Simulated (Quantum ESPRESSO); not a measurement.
Field gradients of HfO$_{2}$ from a PBE PAW density (pw.x of a modified build of Quantum ESPRESSO, JTH datasets) with the all-electron reconstruction of Petrilli and co-workers, 22.5 Ha, k-mesh 5×5×5 through Γ:

```
CELL_PARAMETERS angstrom
      5.21946     0.00000     0.00000
      0.00000     5.00476     0.00000
      0.00000     0.00000     5.03269
ATOMIC_POSITIONS crystal
  Hf 0.03301 0.26748 0.24144
  Hf 0.96699 0.73252 0.74144
  Hf 0.46699 0.26748 0.74144
  Hf 0.53301 0.73252 0.24144
  O  0.36787 0.07135 0.37927
  O  0.63213 0.92865 0.87927
  O  0.13213 0.07135 0.87927
  O  0.86787 0.92865 0.37927
  O  0.73395 0.46012 0.49229
  O  0.26605 0.53988 0.99229
  O  0.76605 0.46012 0.99229
  O  0.23395 0.53988 0.49229
```
Geometry: a computed entry of the Materials Project; it was not checked against measured cells. It is HfO2 in Pca2₁. Stability against distortions was not tested. The run has no spin polarisation.

Vzz is the sum of three terms, each taken along its main axis: the smooth valence density, the ions (nucleus and frozen core) with the augmentation charges of all other spheres, and the all-electron minus smooth density in the atom's own sphere. The split hangs on the datasets.  Cores are frozen. Against all-electron runs on small test molecules, this scheme's |Vzz| missed by −2 to +6 % on O. Hf had no test against all-electron runs. Spin–orbit coupling is left out, a limit on Hf.

| site | smooth valence density | ions and other spheres | own sphere | Vzz (a.u.) |
|---|---|---|---|---|
| Hf (atoms 1, 2, 3, 4) | 0.021 | -0.018 | (withheld) | (withheld) |
| O1 (atoms 5, 6, 7, 8) | 0.147 | -0.218 | (withheld) | (withheld) |
| O2 (atoms 9, 10, 11, 12) | 0.102 | -0.052 | (withheld) | (withheld) |

Q: What belongs in the gaps?

A: 
- Hf (atoms 1, 2, 3, 4), own sphere: 1.074
- Hf (atoms 1, 2, 3, 4), Vzz (a.u.): 1.076
- O1 (atoms 5, 6, 7, 8), own sphere: -0.203
- O1 (atoms 5, 6, 7, 8), Vzz (a.u.): -0.274
- O2 (atoms 9, 10, 11, 12), own sphere: 0.185
- O2 (atoms 9, 10, 11, 12), Vzz (a.u.): 0.235
